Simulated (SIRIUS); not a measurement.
## A series of runs on Zr (P6_3/mmc, 2 atoms in the cell; from Materials Project mp-131)

```
Zr
1.0
    3.23923     0.00000     0.00000
   -1.61962     2.80525     0.00000
    0.00000     0.00000     5.17222
Zr
2
Direct
  0.33333   0.66667   0.25000
  0.66667   0.33333   0.75000
```

Base run A: PBEsol, GBRV PBEsol ultrasoft pseudopotentials in SIRIUS, self-consistent single point.

Its settings: parameters.ngridk = 16 16 10; parameters.xc_functionals = [XC_GGA_X_PBE_SOL, XC_GGA_C_PBE_SOL]; parameters.gk_cutoff = 6.325 1/bohr; parameters.pw_cutoff = 14.143 1/bohr; parameters.smearing = cold; parameters.smearing_width = 0.00999582 Ha; potentials = GBRV PBEsol ultrasoft pseudopotentials; parameters.electronic_structure_method = pseudopotential; parameters.num_bands = 16; parameters.num_mag_dims = 0; parameters.num_dft_iter = 100; parameters.energy_tol = 1e-07 Ha; parameters.density_tol = 1e-06; mixer.type = broyden2; mixer.beta = 0.5; mixer.use_hartree = true.

The structure comes from a collection of computed structures, made at another level of theory; the collection holds predicted forms beside known ones.

ΔF is the free energy per atom less that of run A. 

| run | change | ΔF (meV/atom) | pressure (GPa) | largest force (eV/Å) | k-points |
|---|---|---|---|---|---|
| A | base | 0.00 | -4.23 | 0.000 | 180 |
| B | lattice vector a scaled by 0.98 | -7.5 | -2.50 | 0.037 | 780 |
| C | lattice vector a scaled by 0.99 | -5.0 | -3.38 | 0.019 | 780 |
| D | lattice vector a scaled by 1.01 | 7.3 | -5.04 | 0.019 | 780 |
| E | lattice vector a scaled by 1.02 | 16.8 | -5.82 | 0.038 | 780 |

Run E against A: The free energy goes up by 16.8 meV/atom, the pressure goes from -4.23 to -5.82 GPa and the largest force goes from 0.000 to 0.038 eV/Å.

Run B against A: The free energy drops by 7.5 meV/atom, the pressure goes from -4.23 to -2.50 GPa and the largest force goes from 0.000 to 0.037 eV/Å.

Run D against A: The free energy rises by 7.3 meV/atom, the pressure goes from -4.23 to -5.04 GPa and the largest force goes from 0.000 to 0.019 eV/Å.
